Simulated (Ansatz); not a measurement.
SrMg₂FeH₈:
```yaml
crystal:
  lattice:
    - [4.44498, 0.00000, 0.00000]
    - [-2.22249, 3.84947, 0.00000]
    - [0.00000, 0.00000, 6.47242]
  atoms:
    - { symbol: Sr, position: [0.00000, 0.00000, 0.50000] }
    - { symbol: Mg, position: [0.66667, 0.33333, 0.87630] }
    - { symbol: Mg, position: [0.33333, 0.66667, 0.12370] }
    - { symbol: Fe, position: [0.00000, 0.00000, 0.00000] }
    - { symbol: H, position: [0.32249, 0.16125, 0.14601] }
    - { symbol: H, position: [0.67751, 0.83875, 0.85399] }
    - { symbol: H, position: [0.83875, 0.16125, 0.14601] }
    - { symbol: H, position: [0.16125, 0.83875, 0.85399] }
    - { symbol: H, position: [0.83875, 0.67751, 0.14601] }
    - { symbol: H, position: [0.16125, 0.32249, 0.85399] }
    - { symbol: H, position: [0.66667, 0.33333, 0.58005] }
    - { symbol: H, position: [0.33333, 0.66667, 0.41995] }
```

Relaxed with PBEsol. Special points in fractions of this cell's reciprocal vectors: Γ (0.000, 0.000, 0.000); M (0.500, 0.000, 0.000); K (0.333, 0.333, 0.000); A (0.000, 0.000, 0.500); L (0.500, 0.000, 0.500); H (0.333, 0.333, 0.500).

Q: List the band energies nearest the valence-band maximum at these points for DFT-PBEsol in the program Ansatz with PAW potentials.

A: In eV from the valence-band maximum; about four levels below and three above (degenerate sets whole), none deeper than 8.9 eV; points with the same levels are listed once.

```tsv
k	below	above
Γ	-0.62 -0.61 -0.61 -0.47	3.34 3.34 4.29 4.29
M	-1.75 -0.80 -0.18 -0.14	1.62 3.54 3.97
K	-1.83 -1.83 -0.32 -0.32 -0.27	2.14 2.14 4.55
A	-0.84 -0.56 -0.56 -0.21	3.45 3.45 4.24 4.24
L	-1.90 -0.57 -0.15 0.00	2.47 3.27 4.19
H	-1.97 -1.97 -0.24 -0.24 -0.05	3.32 3.32 4.17 4.17
```

Space group P-3m1. The workflow started from a Materials Project entry (that database holds measured and hypothetical structures alike); the Crystallography Open Database copy checked does not list it. Whether it is the stable phase at ambient conditions was not checked. The cell was relaxed with PBEsol under the symmetry of its start; its stability against distortions is not shown here. No spin polarisation was allowed. Scalar-relativistic: spin–orbit coupling is off unless named, which matters more the heavier the elements.

Potentials: the later of the program's two PAW sets.
